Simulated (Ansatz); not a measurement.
**What DFT gives for Na6ZnSn2**

```
Sn Zn Na
1.0
     0.00000    5.52561    0.00000
     5.08665   -2.76280    0.00000
     1.32031    0.00000   -9.31190
Sn Zn Na
2 1 6
Direct
  0.14474 0.28948 0.75097
  0.85526 0.71052 0.24903
  0.00000 0.00000 0.00000
  0.47030 0.94060 0.72470
  0.52970 0.05940 0.27530
  0.29260 0.58520 0.07050
  0.70740 0.41480 0.92950
  0.17360 0.34720 0.40920
  0.82640 0.65280 0.59080
```

Method: r2SCAN, no spin polarisation; PAW, plane waves to 500 eV, 5×5×3 Γ-centred mesh, fermi-dirac occupations (width 0.0404 eV) (Ansatz 0.2.0), atoms fixed.

**Question.** Is the cell too large or too small?

**Answer.** The pressure is -0.7 GPa (compression positive), so with the atoms held at these fractions the cell would first shrink.

**Question.** Is it stable against the elements?

**Answer.** -0.22 eV an atom against the elements' usual phases (free molecules for gases, crystals otherwise, with no correction for O₂ or N₂), so it is bound against them; other compounds may still compete. Relaxing would lower it.

**Question.** Is there a gap, and of what kind?

**Answer.** The gap is 0.13 eV, indirect (the least direct gap found is 0.37 eV). A semilocal functional usually gives too small a gap.

**Question.** Which atom feels the largest force, and which way?

**Answer.** The largest is on Sn1 (and as large on other atoms): 0.08 eV/Å, components (-0.02, 0.00, -0.08). It makes 10° with the line to a nearest neighbour, Zn3 at 2.59 Å, pointing towards it.

Origin: a database entry at a rescaled volume. Caveats: no spin-orbit coupling, which can shift this gap by tenths of an eV.
